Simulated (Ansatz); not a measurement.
# Ni$_{2}$H: relaxed-ion elastic tensor

These are results of DFT LDA, scalar-relativistic, plane waves, PAW in Ansatz 0.2.0, not measurements. Cutoff 420 eV, 18×18×10 k-points (Γ-centred), Fermi-Dirac smearing of 0.15 eV. No spin polarisation.

Relaxed structure:
```xyz
3
Lattice="2.4909 0.0000 0.0000 -1.2454 2.1572 0.0000 0.0000 0.0000 4.1177" Properties=species:S:1:pos:R:3 pbc="T T T"
Ni    0.0000    1.4381    1.0688
Ni    1.2454    0.7191    3.0489
H     0.0000    0.0000    0.0000
```

In a metal, frequencies and elastic constants depend on the k mesh and the smearing, soft modes and shear constants most. Spin polarisation was left out, and a magnetic state may lie lower.

Question: Give the relaxed-ion elastic constants (GPa, Voigt order xx yy zz yz xz xy, on the axes of the cell above).

Answer:
C11 = 375.9, C12 = 179.9, C13 = 170.6, C14 = -19.4, C22 = 375.9, C23 = 170.6, C24 = 19.4, C33 = 395.6, C44 = 81.0, C55 = 81.0, C56 = -19.4, C66 = 98.0 GPa; the others vanish.

Question: Is the crystal stable against homogeneous strain?

Answer: Yes: the least eigenvalue of the tensor is 68.3 GPa.

Question: And the moduli of a polycrystal (Hill averages)?

Answer: B = 243 GPa, G = 91 GPa, E = 243 GPa, ν = 0.33.

Cost: 1 run of about 8.6 core-minutes, on Arm Neoverse V2 (shared hosts).